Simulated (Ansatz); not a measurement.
Si2Rh3:
```yaml
crystal:
  lattice:
    - [3.95864, 0.00000, 0.00000]
    - [-1.97932, 3.42829, 0.00000]
    - [0.00000, 0.00000, 5.03255]
  atoms:
    - { symbol: Si, position: [0.33333, 0.66667, 0.19791] }
    - { symbol: Si, position: [0.66667, 0.33333, 0.80209] }
    - { symbol: Rh, position: [0.33333, 0.66667, 0.67350] }
    - { symbol: Rh, position: [0.66667, 0.33333, 0.32650] }
    - { symbol: Rh, position: [0.00000, 0.00000, 0.00000] }
```

Relaxed with PBEsol.

Task: Map the electron localisation function on the plane through (0.333, 0.667, 0.198) spanned by u = [0, 0, 1] and v = [1, -1, 0] in lattice vectors, from PBEsol in the plane-wave PAW code Ansatz.

Result: x is the fraction of u, y of v (the angle between them is 90°; rows are the nearest grid lines); atoms in the plane: Si at (0.00, 0.00), Si at (0.60, 0.33), Rh at (0.48, 0.00), Rh at (0.13, 0.33), Rh at (0.80, 0.67).
```
|#=:+%#==*%@@@@@%+--+**-:=#|
|=:-+##=-+%@@@@@#+--+**=::=|
|==+##*=:-+#%%#*=::-=+*#*+=|
|###**+-::-+++=-::--==*####|
|+++=-::.....:::--:::---=++|
|----:.......::--:::====---|
|:::..      ..:::-+#%@@%*=:|
|-::.        .::-+#@@@@@%*-|
|=::.        .::=*%@@@@@%*=|
|-::..       .::-+#%@@@%#+-|
|:-::...  ...::-::-+*#*=-::|
|--::......::-===---==-:::-|
|::----:::-=+**####*+=----:|
|:=+*#*=::-+*#***###*+=-:::|
|*%@@@@%+-=*#*-::::+**+-:=*|
|%@@@@@%*==#%*--+-:-**+--+%|
|#@@@@@%+-=*%*-::::=**+-:=#|
|+%@@@%*=-=*%#*=---+*+=-:-+|
|-=++=-::-=+*#%%%#**+=-----|
|++==-::----==+***+==--==++|
|%%%#*+=-::-+++=-----=+**#%|
|+*#%#*=--=*#%%#=-:-=+**+++|
|=:-+%#=-+%@@@@@%+--+**=::=|
|#=:+%#==*%@@@@@%+--+**-:=#|
```
Scale: ten equal steps from 0.030 (start of ' ') to 0.777 (end of '@'), in the order ' .:-=+*#%@'; x runs from 0.000 to 1.00, y from 0.000 (bottom) to 1.00 (top).

The density is the valence pseudo-density with augmentation charge, so density and ELF within about 1 Å of a nucleus are not all-electron values.

Space group P-3m1 (La2O3 or Ni2Al3 type). The workflow started from a Materials Project entry (that database holds measured and hypothetical structures alike); the Crystallography Open Database copy checked does not list it. Its standing as an ambient phase is unchecked. The PBEsol relaxation kept the symmetry of its start; whether a distortion lowers the energy is not shown. The run is not spin-polarised.

Potentials: the later of the program's two PAW sets.
